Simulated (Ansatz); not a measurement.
The elements of this relaxed trial crystal are hidden behind letters.

```
lattice vectors (Å)
   3.1564    0.0000    0.0000
   0.0000    3.1564    0.0000
   0.0000    0.0000    3.1564
fractional positions
X 0.0000 0.0000 0.0000
Z 0.5000 0.5000 0.5000
```

Computed with Ansatz, DFT PBE, scalar-relativistic, plane waves, PAW. Cutoff 420 eV, Γ-centred 18×18×18 mesh (2-atom cell), Gaussian smearing of 0.10 eV, no spin polarisation.

```
Space group                                 : Pm-3m (No. 221)
Conventional cell                           : a = 3.156 Å
Volume per atom                             : 15.72 Å³
Density                                     : 6.39 g/cm³
Formation energy                            : −0.20 eV/atom
Gap on the 18×18×18 mesh of the 2-atom cell : 0 eV (a metal)
```

Energies are uncorrected and count from the elements' standard states at the same level.

Task: X is a d-block element of period 5 and Z is a p-block element of period 3. Which elements are they?

Result: X = Nb, Z = Si, so the formula is NbSi, here in the caesium chloride type. Density times volume gives a mean mass of 6.39 × 15.72/1.6605 = 60.5 u per atom, and this set has 60.5 u. Nb is surrounded by 8 Si at 2.73 Å and 6 Nb at 3.16 Å; around Si lie 8 Nb at 2.73 Å and 6 Si at 3.16 Å. Other sets within the hints have nearly the same mass, so mass alone doesn't settle it; this one was computed.

Symmetry constrained the relaxation, so the result can be a saddle point.
